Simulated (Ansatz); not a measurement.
SrO:
```xyz
2
Lattice="0.0000 2.5975 2.5975 2.5975 0.0000 2.5975 2.5975 2.5975 0.0000" Properties=species:S:1:pos:R:3 pbc="T T T"
Sr     2.5975     2.5975     2.5975
O      0.0000     0.0000     0.0000
```

Relaxed with PBE. Special points in fractions of this cell's reciprocal vectors: Γ (0.000, 0.000, 0.000); X (0.500, 0.000, 0.500); U (0.625, 0.250, 0.625); K (0.375, 0.375, 0.750); L (0.500, 0.500, 0.500); W (0.500, 0.250, 0.750).

Q: List the band energies nearest the valence-band maximum at these points for PBE in the plane-wave PAW code Ansatz.

A: In eV from the valence-band maximum; about four levels below and three above (degenerate sets whole), none deeper than 8.9 eV; points with the same levels are listed once.

```json
[
 {"k": "Γ", "below": "0.00 0.00 0.00", "above": "3.79 6.19 6.19 6.19"},
 {"k": "X", "below": "-0.46 -0.10 -0.10", "above": "3.33 7.61 10.03"},
 {"k": "U", "below": "-0.92 -0.54 -0.49", "above": "4.77 7.76 8.53"},
 {"k": "L", "below": "-2.09 -1.05 -1.05", "above": "6.45 8.18 8.71 8.71"},
 {"k": "W", "below": "-1.06 -0.44 -0.44", "above": "5.96 5.96 8.44"}
]
```

Space group Fm-3m (rock salt). Symmetry was held in the PBE relaxation. Scalar-relativistic: spin–orbit coupling is off unless named, which matters more the heavier the elements.

Potentials: the earlier of the program's two PAW sets.
